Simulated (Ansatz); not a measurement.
Sb2Ru:
```yaml
crystal:
  lattice:
    - [5.97845, 0.00000, 0.00000]
    - [0.00000, 6.71449, 0.00000]
    - [0.00000, 0.00000, 3.21419]
  atoms:
    - { symbol: Ru, position: [0.00000, 0.00000, 0.00000] }
    - { symbol: Ru, position: [0.50000, 0.50000, 0.50000] }
    - { symbol: Sb, position: [0.18250, 0.35881, 0.00000] }
    - { symbol: Sb, position: [0.81750, 0.64119, 0.00000] }
    - { symbol: Sb, position: [0.68250, 0.14119, 0.50000] }
    - { symbol: Sb, position: [0.31750, 0.85881, 0.50000] }
```

Relaxed with r²SCAN.

### Question
Map the electron localisation function on the plane through (0.000, 0.000, 0.000) spanned by u = [1, 0, 0] and v = [0, 1, 0] in lattice vectors, from r²SCAN (plane waves, PAW; program Ansatz).

### Answer
x is the fraction of u, y of v (the angle between them is 90°; rows are the nearest grid lines); atoms in the plane: Ru at (0.00, 0.00), Sb at (0.18, 0.36), Sb at (0.82, 0.64).
```
y \ x   0.000  0.100  0.167  0.267  0.367  0.467  0.533  0.633  0.733  0.833  0.900   1.00
------  -----  -----  -----  -----  -----  -----  -----  -----  -----  -----  -----  -----
1.00    0.154  0.664  0.283  0.345  0.218  0.070  0.070  0.218  0.345  0.283  0.664  0.154
0.912   0.644  0.416  0.212  0.506  0.343  0.099  0.044  0.080  0.288  0.242  0.362  0.644
0.853   0.270  0.244  0.321  0.487  0.311  0.094  0.040  0.104  0.479  0.486  0.255  0.270
0.765   0.521  0.248  0.218  0.223  0.149  0.081  0.087  0.355  0.372  0.339  0.430  0.521
0.706   0.471  0.178  0.069  0.077  0.090  0.106  0.197  0.380  0.199  0.023  0.182  0.471
0.618   0.423  0.288  0.110  0.105  0.148  0.216  0.347  0.415  0.065  0.000  0.061  0.423
0.529   0.719  0.529  0.369  0.415  0.418  0.342  0.380  0.532  0.331  0.262  0.335  0.719
0.471   0.719  0.335  0.262  0.331  0.532  0.380  0.342  0.418  0.415  0.369  0.529  0.719
0.382   0.423  0.061  0.000  0.065  0.415  0.347  0.216  0.148  0.105  0.110  0.288  0.423
0.294   0.471  0.182  0.023  0.199  0.380  0.197  0.106  0.090  0.077  0.069  0.178  0.471
0.235   0.521  0.430  0.339  0.372  0.355  0.087  0.081  0.149  0.223  0.218  0.248  0.521
0.147   0.270  0.255  0.486  0.479  0.104  0.040  0.094  0.311  0.487  0.321  0.244  0.270
0.0882  0.644  0.362  0.242  0.288  0.080  0.044  0.099  0.343  0.506  0.212  0.416  0.644
0.000   0.154  0.664  0.283  0.345  0.218  0.070  0.070  0.218  0.345  0.283  0.664  0.154
```

The density is the valence pseudo-density with augmentation charge, so density and ELF within about 1 Å of a nucleus are not all-electron values.

Space group Pnnm. The workflow started from an entry of the Crystallography Open Database (COD). Whether it is the stable phase at ambient conditions was not checked. The r²SCAN relaxation kept the symmetry of its start; its stability against distortions is not shown here. No spin polarisation was allowed. Spin–orbit coupling is left out wherever it is not named.

Potentials: the later of the program's two PAW sets.
